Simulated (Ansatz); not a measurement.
# GaCl2: reading a single point

```yaml
crystal:
  lattice:
    - [7.47864, 0.00000, 0.00000]
    - [0.00000, 8.83560, 0.00000]
    - [0.00000, 0.00000, 4.25130]
  atoms:
    - { symbol: Cl, position: [0.02200, 0.84500, 0.25000] }
    - { symbol: Cl, position: [0.97800, 0.15500, 0.75000] }
    - { symbol: Cl, position: [0.52200, 0.65500, 0.25000] }
    - { symbol: Cl, position: [0.47800, 0.34500, 0.75000] }
    - { symbol: Cl, position: [0.64400, 0.07500, 0.25000] }
    - { symbol: Cl, position: [0.35600, 0.92500, 0.75000] }
    - { symbol: Cl, position: [0.14400, 0.42500, 0.25000] }
    - { symbol: Cl, position: [0.85600, 0.57500, 0.75000] }
    - { symbol: Ga, position: [0.23100, 0.07400, 0.25000] }
    - { symbol: Ga, position: [0.76900, 0.92600, 0.75000] }
    - { symbol: Ga, position: [0.73100, 0.42600, 0.25000] }
    - { symbol: Ga, position: [0.26900, 0.57400, 0.75000] }
```

The numbers come from plane-wave PAW DFT (Ansatz): r2SCAN, no spin polarisation, 500 eV, 5×4×8 Γ-centred k points, gaussian occupations (width 0.2429 eV). Nothing was relaxed.

- Formation energy: -0.65 eV an atom against the elements' usual phases (free molecules for gases, crystals otherwise, with no correction for O₂ or N₂), so it is bound against them; other compounds may still compete. Relaxing would lower it.
- Forces: The largest is on Ga9 (and as large on other atoms): 0.81 eV/Å, components (-0.44, -0.68, 0.00). It makes 5° with the line to a nearest neighbour, Cl1 at 2.56 Å, pointing towards it.
- Contacts: Cl–Ga at 2.56 Å: least valence density 0.31 e/Å³ and ELF 0.31 there. Both are smooth PAW fields, read partly inside the augmentation spheres.
- At the Fermi level: It is a metal, with about 13 states/eV a cell as the mean within 0.25 eV of the Fermi level, mostly Cl p (48 %) and Ga s (45 %).
- Stress: The pressure is -3.3 GPa (compression positive), so with the atoms held at these fractions the cell would first shrink; the forces are large, so a full relaxation may end otherwise. The principal stresses -4.4, -3.3, -2.1 GPa differ, so its shape would change too.
- Charges: Bader charges in e: Ga +1.14, Cl -0.59 to -0.55. In the mean Ga gives up most and Cl takes most.

Origin: a known structure type with other elements, at an estimated volume, so it need not be a known compound. Caveats: many states at the Fermi level without spin polarisation, so a magnetic state may lie lower; wide smearing.
